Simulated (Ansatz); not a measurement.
Here is the system:

HfO$_{2}$:
```cif
data_Hf2O4
_chemical_formula_sum 'Hf2 O4'
_space_group_name_H-M_alt 'P42/nmc :1'
_space_group_IT_number 137
_space_group_name_Hall 'P 4n 2n -1n'
_cell_length_a 3.56749
_cell_length_b 3.56749
_cell_length_c 5.16678
_cell_angle_alpha 90.000
_cell_angle_beta 90.000
_cell_angle_gamma 90.000
loop_
_space_group_symop_operation_xyz
  'x, y, z'
  '-y+1/2, x+1/2, z+1/2'
  '-x, -y, z'
  'y+1/2, -x+1/2, z+1/2'
  'x+1/2, -y+1/2, -z+1/2'
  '-y, -x, -z'
  '-x+1/2, y+1/2, -z+1/2'
  'y, x, -z'
  '-x+1/2, -y+1/2, -z+1/2'
  'y, -x, -z'
  'x+1/2, y+1/2, -z+1/2'
  '-y, x, -z'
  '-x, y, z'
  'y+1/2, x+1/2, z+1/2'
  'x, -y, z'
  '-y+1/2, -x+1/2, z+1/2'
loop_
_atom_site_label
_atom_site_type_symbol
_atom_site_symmetry_multiplicity
_atom_site_Wyckoff_symbol
_atom_site_fract_x
_atom_site_fract_y
_atom_site_fract_z
_atom_site_occupancy
Hf1 Hf 2 a 0.00000 0.00000 0.00000 1
O1 O 4 d 0.00000 0.50000 0.20009 1
```

This is the PBEsol-relaxed structure.

Q: All from PBEsol (plane waves, PAW; program Ansatz), unless another level is named. Predict the band gap.

A: 4.57 eV (indirect).

Q: Give the HSE06 gap on the PBEsol cell.

A: 6.34 eV.

Space group P4_2/nmc. This is a known high-temperature phase of the composition, computed here at zero pressure and temperature. The cell was relaxed with PBEsol under the symmetry of its start; its stability against distortions is not shown here. The run is not spin-polarised. Spin–orbit coupling is left out wherever it is not named.

Potentials: the earlier of the program's two PAW sets. The files were generated under PBE; for other functionals the program regenerates the frozen cores, and for LDA and PBEsol the local potential too.
